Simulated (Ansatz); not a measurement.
Data:

AlN:
Space group P6₃mc (No. 186); a = b = 3.1303 Å, c = 5.0181 Å, α = β = 90.00°, γ = 120.00°

```
atom  site  symmetry       x       y       z
----  ----  --------  ------  ------  ------
Al      2b       3m.  0.6667  0.3333  0.0034
N       2b       3m.  0.3333  0.6667  0.1218
```

This is the PBE-relaxed structure.

Task: All from the program Ansatz at the PBE level (PAW), unless another level is named. Estimate the band gap.

Result: 4.03 eV (direct).

Task: And the hole effective mass?

Result: 0.24, 4.6, 4.6 mₑ (principal values).

Task: What about the weight of the conduction-edge state by species (Voronoi cells)?

Result: N 55 %, Al 45 %.

Task: Predict the weight of the valence-edge state by species (Voronoi cells).

Result: N 88 %, Al 12 %.

Task: Next, the valence-band maximum?

Result: at Γ.

Space group P6_3mc (wurtzite). The cell was relaxed with PBE under the symmetry of its start; phonons on a q-mesh show no instability.

Potentials: the later of the program's two PAW sets.
